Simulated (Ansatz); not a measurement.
Relaxed-ion elastic tensor of BeS (rock salt, space group No. 225) in GPa (Voigt order), DFT-r²SCAN in the program Ansatz with PAW potentials; density 2.74 g/cm³, 12.44 Å³ per atom.

```json
[
 {"": "1", "1": "174", "2": "79.4", "3": "79.4", "4": "0.0", "5": "0.0", "6": "0.0"},
 {"": "2", "1": "79.4", "2": "174", "3": "79.4", "4": "0.0", "5": "0.0", "6": "0.0"},
 {"": "3", "1": "79.4", "2": "79.4", "3": "174", "4": "0.0", "5": "0.0", "6": "0.0"},
 {"": "4", "1": "0.0", "2": "0.0", "3": "0.0", "4": "124", "5": "0.0", "6": "0.0"},
 {"": "5", "1": "0.0", "2": "0.0", "3": "0.0", "4": "0.0", "5": "124", "6": "0.0"},
 {"": "6", "1": "0.0", "2": "0.0", "3": "0.0", "4": "0.0", "5": "0.0", "6": "124"}
]
```

Question: Is the crystal mechanically stable?

Answer: Yes: the smallest eigenvalue of C is 94.3 GPa.

Question: Work out the Voigt, Reuss and Hill averages.

Answer: K_V = 111, K_R = 111, K_H = 111; G_V = 93.4, G_R = 75.1, G_H = 84.2 GPa.

Question: Give Young's modulus, Poisson's ratio, Pugh's ratio and the universal anisotropy index.

Answer: E = 9KG/(3K + G) = 202 GPa; ν = 0.20; K/G = 1.32 (brittle by the Pugh limit of 1.75); A_U = 5G_V/G_R + K_V/K_R − 6 = 1.22.

Question: Estimate the sound speeds and the Debye temperature.

Answer: v_l = √((K + 4G/3)/ρ) = 9020 m/s, v_t = √(G/ρ) = 5540 m/s, mean 6120 m/s; Θ = (h/k)(3n/4πV)^(1/3) v_m = 786 K.

Question: Give the Zener ratio and Young's modulus along [100], [110] and [111].

Answer: A = 2C44/(C11 − C12) = 2.63; 1/E = S11 − 2(S11 − S12 − S44/2)Γ with Γ = 0, 1/4, 1/3 gives 124, 209, 271 GPa.

Question: Solve the Christoffel equation for the three sound speeds along [100], [110], [111].

Answer: Eigenvalues of C_ijkl n_j n_l equal ρv². In km/s, slowest first: [100] 6.73, 6.73, 7.96; [110] 4.15, 6.73, 9.56; [111] 5.15, 5.15, 10.04.

Space group Fm-3m (rock salt). The cell is a constructed one: a structure type filled with these elements; neither database checked (COD, Materials Project) lists it. COD files the formula under space group No. 216, so this cell is another polymorph or a model. Whether it is the stable phase at ambient conditions was not checked. The cell was relaxed with r²SCAN under the symmetry of its start; whether a distortion lowers the energy is not shown.

Potentials: the later of the program's two PAW sets.
